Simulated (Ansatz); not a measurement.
Consider the following.

GaRh$_{3}$C:
```
GaRh3C
1.0
    4.04082     0.00000     0.00000
    0.00000     4.04082     0.00000
    0.00000     0.00000     4.04082
Ga Rh C
1 3 1
Cartesian
  0.00000   0.00000   0.00000
  0.00000   2.02041   2.02041
  2.02041   0.00000   2.02041
  2.02041   2.02041   0.00000
  2.02041   2.02041   2.02041
```

This is the PBE-relaxed structure.

**Question.** All from the program Ansatz at the PBE level (PAW), unless another level is named. Predict the electronic character.

**Answer.** metallic (no gap).

**Question.** Give the formation energy from the elements (no fitted shifts).

**Answer.** -0.12 eV/atom.

**Question.** Next, the density of states at the Fermi level?

**Answer.** 0.15 states/eV per atom (mean over ±0.08 eV).

**Question.** Give the gap with spin–orbit coupling.

**Answer.** none (metallic).

Space group Pm-3m (anti-perovskite). The start of the workflow was typed in or built on a structure type; neither database checked (COD, Materials Project) lists it. Its standing as an ambient phase is unchecked. The PBE relaxation kept the symmetry of its start; whether a distortion lowers the energy is not shown. No spin polarisation was allowed. The references are the lowest solids computed at this level, not always the standard phases. Scalar-relativistic: spin–orbit coupling is off unless named, which matters more the heavier the elements.

Potentials: the earlier of the program's two PAW sets.
